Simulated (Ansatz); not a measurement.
The start is a relaxed TiC cell, doubled along one cell vector, shaken by Gaussian noise of σ = 0.08 Å a coordinate. The structure is fully relaxed (lattice and positions, P = 0) with PBEsol (plane waves to 420 eV, PAW, scalar-relativistic; Ansatz, a quantum-chemistry and plane-wave program). First-step values are on the input's coarse k-mesh.

Ansatz input (later rounds restart from its end on a renewed k-mesh):
Ansatz 0.2 input:
```yaml
crystal:
  lattice:
    - [3.0114986375, 0, 0]
    - [-1.5057493188, 2.6080343236, 0]
    - [0, 0, 10.6835190442]
  atoms:
    - { symbol: Ti, position: [0.0009560932, 0.0466419374, 0.0136349234] }
    - { symbol: Ti, position: [0.0346339348, 0.0081991891, 0.4938391388] }
    - { symbol: Ti, position: [0.0165120372, 0.0334127288, 0.2562734259] }
    - { symbol: Ti, position: [-0.0105700335, -0.0387898997, 0.7482461711] }
    - { symbol: C, position: [0.6231069814, 0.25502067, 0.1263402407] }
    - { symbol: C, position: [0.6455247039, 0.3244415741, 0.6316043355] }
    - { symbol: C, position: [0.3510809907, 0.6408937742, 0.3641463836] }
    - { symbol: C, position: [0.3686710267, 0.7364985197, 0.8827012794] }
basis: { ecutwfc: 420, ecutrho_ratio: 4, xc_grid: 2, fft_grid_basis: typed }
kpoints: { mp_grid: { grid: [9, 9, 3] } }
hamiltonian:
  xc: pbesol
  dispersion: none
  pseudopotentials: { azcp: { folder: ./paw }, kind: paw }
scf: { occupations: { method: fermi_dirac, width: 0.05 } }
relax: { f_tol: 0.01, max_steps: 100, cell: { stress_tol: 0.02 } }
output: { forces: true, stress: true }
```

**Question.** Which atoms feel the largest initial force, and how large is it?

**Answer.** About 3.2 eV/Å, on Ti1 (atoms numbered as listed).

**Question.** By how much does the energy per atom fall from start to end?

**Answer.** 0.11 eV/atom.

**Question.** What band gap does the relaxed structure have at this level?

**Answer.** No gap (metallic).

The end point of the relaxation:

```cif
data_C2Ti2
_chemical_formula_sum 'Ti2 C2'
_space_group_name_H-M_alt 'P63/mmc'
_space_group_IT_number 194
_space_group_name_Hall '-P 6c 2c'
_cell_length_a 3.01147
_cell_length_b 3.01147
_cell_length_c 5.34176
_cell_angle_alpha 90.000
_cell_angle_beta 90.000
_cell_angle_gamma 120.000
loop_
_atom_site_label
_atom_site_type_symbol
_atom_site_symmetry_multiplicity
_atom_site_Wyckoff_symbol
_atom_site_fract_x
_atom_site_fract_y
_atom_site_fract_z
_atom_site_occupancy
Ti1 Ti 2 a 0.00000 0.00000 0.00000 1
C1 C 2 d 0.66667 0.33333 0.25000 1
```

Final values are on a 18×18×9 k-mesh of the relaxed cell. No spin polarisation in the result.

The relaxed structure here is a generated cell of TiC: the first start was made by placing the elements on the sites of a structure type, and the end was not matched to a known phase here, so it may be hypothetical. Known forms of TiC include space group No. 225.
